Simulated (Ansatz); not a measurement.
Recipe of this trial structure of MgCdC₄N₄: two interpenetrating cyanide-bridged diamond nets (P-43m, No. 215). Lengths were set from tabulated atomic sizes, so they are only a guess.

```
Mg Cd C N
1.0
     6.05756    0.00000    0.00000
     0.00000    6.05756    0.00000
     0.00000    0.00000    6.05756
Mg Cd C N
1 1 4 4
Direct
  0.50000 0.50000 0.50000
  0.00000 0.00000 0.00000
  0.19072 0.19072 0.19072
  0.19072 0.80928 0.80928
  0.80928 0.19072 0.80928
  0.80928 0.80928 0.19072
  0.30223 0.30223 0.30223
  0.30223 0.69777 0.69777
  0.69777 0.30223 0.69777
  0.69777 0.69777 0.30223
```

Theory: DFT PBE, scalar-relativistic, plane waves, PAW (Ansatz 0.2.0). Cutoff 420 eV, Gaussian smearing, Γ-centred meshes. Cell and atoms relax first on a coarse mesh and then on a converged one. In between, the cell is made exact in the group found at 0.06 Å. The steps can't lower the symmetry of their start. No spin polarisation.

A guess keeps its type if space group and coordination stay and the shape of the cell changes little (axis ratios within about 15 %, angles within 6°); the volume may change.

Task: Does this structure survive the relaxation?

Result: It keeps its type. The symmetry stays P-43m (No. 215). The volume per atom grows by 11.5 %, from 22.2 to 24.8 Å³. The shortest distance goes from 1.17 Å (C–N) to 1.16 Å (C–N). Counting neighbours within 15 % of an atom's shortest distance, the start has C 1, Cd 4, Mg 4, N 1 and the end C 1, Cd 4, Mg 4, N 1.

Formation energies are uncorrected and refer to the elements' standard structures at the same level (N₂ as a molecule).

Task: At what energy does it end?

Result: +0.075 eV/atom. It can't be a ground state, since the elements alone are lower.

The last run used a 4×4×4 mesh for its 10-atom cell and Gaussian smearing of 0.02 eV. The reference form of C is held partly by dispersion forces, which this level lacks. A structure relaxed within its symmetry needn't be a true minimum.
